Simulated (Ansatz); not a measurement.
Relaxed ZnAg (CsCl type):

```xyz
4
Lattice="6.1537 0.0000 0.0000 0.0000 3.0769 0.0000 0.0000 0.0000 3.0769" Properties=species:S:1:pos:R:3 pbc="T T T"
Zn     1.5384     1.5384     1.5384
Zn     4.6153     1.5384     1.5384
Ag     0.0000     0.0000     0.0000
Ag     3.0769     0.0000     0.0000
```

A phonon eigenvector at X = (0.5, 0.0, 0.0) is frozen into this cell: atom i moves by Q times the vector below, so Q is the largest atomic displacement, in Å. The cell is held. (q is in reciprocal vectors of the primitive cell; the cell shown is doubled to hold the pattern.)

```json
[
 {"atom": "Ag3", "x": "-1.000", "y": "0.000", "z": "0.000"},
 {"atom": "Ag4", "x": "1.000", "y": "0.000", "z": "0.000"}
]
```

Atoms not listed stay in place.

Calculation: LDA (plane waves to 420 eV, PAW, scalar-relativistic; Ansatz, a quantum-chemistry and plane-wave program). k mesh 8×15×15 (Γ-centred), Fermi-Dirac smearing 0.05 eV. E stands for the smeared free energy. With partly filled bands, energies and forces of such displacements shift with the k mesh and the smearing. ZnAg was relaxed with its symmetry unable to fall. The zero of ΔE is the undisplaced structure. The last digit holds for this mesh only.

```tsv
Q (Å)	ΔE (meV/cell)
-0.1000	73.0
-0.0833	50.2
-0.0667	31.9
-0.0500	17.8
-0.0333	withheld
-0.0167	2.0
0.0000	0.0
0.0167	2.0
0.0333	withheld
0.0500	17.8
0.0667	31.9
0.0833	50.2
0.1000	73.0
```

Task: Fit an even polynomial form (powers 2, 4) to the given rows and predict ΔE at Q = -0.0333.

Result: Least squares on the 11 given rows: ΔE = (7071)·Q² + (23050)·Q⁴, in meV/cell with Q in Å; root-mean-square residual 0.02 meV/cell. At -0.0333 the fit gives 7.9 meV/cell; the calculation gives 7.9 meV/cell, the same to the digits shown. The quadratic term alone would give 7.8 meV/cell.

(A displaced cell: forces are minus the slopes of the energy, force constants its curvatures, and phonons follow from these.)
